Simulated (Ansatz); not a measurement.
**Sc (simple cubic): energy against volume**

The calculation used DFT, r2SCAN, plane waves (500 eV) with PAW, scalar-relativistic in Ansatz. (PAW data from PBE, frozen cores regenerated.)

The cell is scaled uniformly from the relaxed one, with fractional coordinates and shape fixed. Energies are extrapolated to zero smearing, pressures are those at the given smearing. Magnetic state: ferromagnetic.

A Birch-Murnaghan fit gives V₀ = 26.32 Å³/atom, B₀ = 36 GPa, B₀′ = 3.1.

What are the energy above the minimum and the pressure at 23.109 Å³/atom?

52.0 meV/atom and 5.70 GPa as computed.

What are the energy above the minimum and the pressure at 25.210 Å³/atom?

5.6 meV/atom and 1.66 GPa as computed.

What are the energy above the minimum and the pressure at 29.411 Å³/atom?

34.6 meV/atom and -3.33 GPa as computed.
